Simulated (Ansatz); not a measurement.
Data:

Generalised stacking fault of ZrC (rock salt) on the {100} plane. The cell below holds the perfect crystal with the plane normal along z; tilting its third vector by the shift puts one fault into each cell, between planes 2.35 Å apart, at fixed cell height.

```yaml
crystal:
  lattice:
    - [3.32958, 0.00000, 0.00000]
    - [0.00000, 3.32958, 0.00000]
    - [1.66479, 1.66479, 7.06311]
  atoms:
    - { symbol: C, position: [0.00000, 0.00000, 0.83333] }
    - { symbol: C, position: [0.33333, 0.33333, 0.16667] }
    - { symbol: C, position: [0.66667, 0.66667, 0.50000] }
    - { symbol: Zr, position: [0.83333, 0.83333, 0.16667] }
    - { symbol: Zr, position: [0.16667, 0.16667, 0.50000] }
    - { symbol: Zr, position: [0.50000, 0.50000, 0.83333] }
```

In-plane vectors a = (3.330, 0.000) Å, b = (0.000, 3.330) Å, area 11.09 Å². The shift is x·a + y·b, and the map repeats with period 1 in x and y. The shift is rigid: no atom relaxes. γ = [E(shift) − E(0)] / area.

Calculation: PBE (plane waves to 420 eV, PAW, scalar-relativistic; Ansatz, a program for electronic structure). k mesh 12×12×12 (Γ-centred), Fermi-Dirac smearing 0.05 eV. Energies are extrapolated to zero smearing. Points where atoms come too close for the PAW data are left out (x in tables, blank in figures). With partly filled bands, the k mesh leaves noise in γ, roughly 0.02 J/m² as judged from a few cases. Faults lie only 7.1 Å apart, and holding the cell height and the atoms raises γ above its relaxed value. ZrC is run without spin polarisation. ZrC was relaxed with its symmetry unable to fall. γ is measured from zero shift.

The scan covers x from 0.000 to 0.833 in 6 points and y from 0.000 to 0.833 in 6 points.

### Question
Where does the grid have local minima besides zero shift?

### Answer
No grid point is one.

### Question
Stepping between nearest grid points (4 neighbours each), what is the highest γ met on the easiest way from zero shift to the shift a?

### Answer
3.34 J/m².

(The slope of γ gives the shear force per area between the displaced halves; near zero shift its curvature is an elastic stiffness.)
